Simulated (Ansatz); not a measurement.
# Equation of state of Li₃Ga₂

A database entry relaxed whole under r2SCAN (R-3m):

```
Li Ga
1.0
     2.16022    1.24720    4.60103
    -2.16022    1.24720    4.60103
     0.00000   -2.49441    4.60103
Li Ga
3 2
Direct
  0.40369 0.40369 0.40369
  0.59631 0.59631 0.59631
  0.00000 0.00000 0.00000
  0.80042 0.80042 0.80042
  0.19958 0.19958 0.19958
```

The cell was scaled uniformly, its shape held, and the atoms relaxed at each volume with plane-wave PAW DFT (Ansatz 0.2.0; r2SCAN, 500 eV, 9×9×9 Γ-centred mesh, fermi-dirac occupations of width 0.100 eV; no spin, no spin-orbit coupling). One row is withheld.

```
volume (Å³/atom)  energy over the lowest (meV/atom)  pressure (GPa)
          13.983                                8.0            3.05
          14.280                                3.5            1.94
          14.578                                0.8            0.94
          14.876                                0.0            0.03
          15.173                                  ?               ?
          15.471                                2.9           -1.52
          15.768                                6.4           -2.18
```

Q: Fit the pressures of the other rows to the third-order Birch-Murnaghan form.

A: With f = [(V₀/V)^(2/3) − 1]/2 and P = 3B₀f(1 + 2f)^(5/2)[1 + 3(B₀′ − 4)f/2], least squares gives V₀ = 14.89 Å³ an atom, B₀ = 42.7 GPa and B₀′ = 4.1; the rows miss the fit by less than 0.01 GPa. The slope of the energies differs from these pressures by less than 0.05 GPa.

Q: What does the withheld row hold?

A: The fit gives -0.78 GPa at 15.173 Å³; the run gave -0.78 GPa and 0.8 meV an atom.

Caveats: the shape of the cell was held, so B₀ is an upper bound where the axes differ in stiffness; 0 K, fixed nuclei; the symmetry was kept, and this need not be the phase that is stable at 0 K; one mesh for all volumes; pressure is positive in compression.
